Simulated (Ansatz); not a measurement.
Relaxed-ion elastic tensor of SrO (rock salt, Fm-3m) in GPa (Voigt order), PBEsol (plane waves, PAW; program Ansatz); density 5.12 g/cm³, 16.80 Å³ per atom.

```json
[
 {"": "1", "1": "184", "2": "48.8", "3": "48.8", "4": "0.0", "5": "0.0", "6": "0.0"},
 {"": "2", "1": "48.8", "2": "184", "3": "48.8", "4": "0.0", "5": "0.0", "6": "0.0"},
 {"": "3", "1": "48.8", "2": "48.8", "3": "184", "4": "0.0", "5": "0.0", "6": "0.0"},
 {"": "4", "1": "0.0", "2": "0.0", "3": "0.0", "4": "54.7", "5": "0.0", "6": "0.0"},
 {"": "5", "1": "0.0", "2": "0.0", "3": "0.0", "4": "0.0", "5": "54.7", "6": "0.0"},
 {"": "6", "1": "0.0", "2": "0.0", "3": "0.0", "4": "0.0", "5": "0.0", "6": "54.7"}
]
```

Problem. Is the crystal mechanically stable?

Solution. Yes: the smallest eigenvalue of C is 54.7 GPa.

Problem. Work out the Voigt, Reuss and Hill averages.

Solution. K_V = 93.8, K_R = 93.8, K_H = 93.8; G_V = 59.8, G_R = 59.2, G_H = 59.5 GPa.

Problem. Give Young's modulus, Poisson's ratio, Pugh's ratio and the universal anisotropy index.

Solution. E = 9KG/(3K + G) = 147 GPa; ν = 0.24; K/G = 1.58 (brittle by the Pugh limit of 1.75); A_U = 5G_V/G_R + K_V/K_R − 6 = 0.05.

Problem. Estimate the sound speeds and the Debye temperature.

Solution. v_l = √((K + 4G/3)/ρ) = 5810 m/s, v_t = √(G/ρ) = 3410 m/s, mean 3780 m/s; Θ = (h/k)(3n/4πV)^(1/3) v_m = 439 K.

Problem. Give the Zener ratio and Young's modulus along [100], [110] and [111].

Solution. A = 2C44/(C11 − C12) = 0.81; 1/E = S11 − 2(S11 − S12 − S44/2)Γ with Γ = 0, 1/4, 1/3 gives 163, 143, 137 GPa.

Problem. Solve the Christoffel equation for the three sound speeds along [100], [110], [111].

Solution. Eigenvalues of C_ijkl n_j n_l equal ρv². In km/s, slowest first: [100] 3.27, 3.27, 5.99; [110] 3.27, 3.63, 5.78; [111] 3.51, 3.51, 5.71.

The cell was relaxed with PBEsol under the symmetry of its start.

Potentials: the later of the program's two PAW sets.
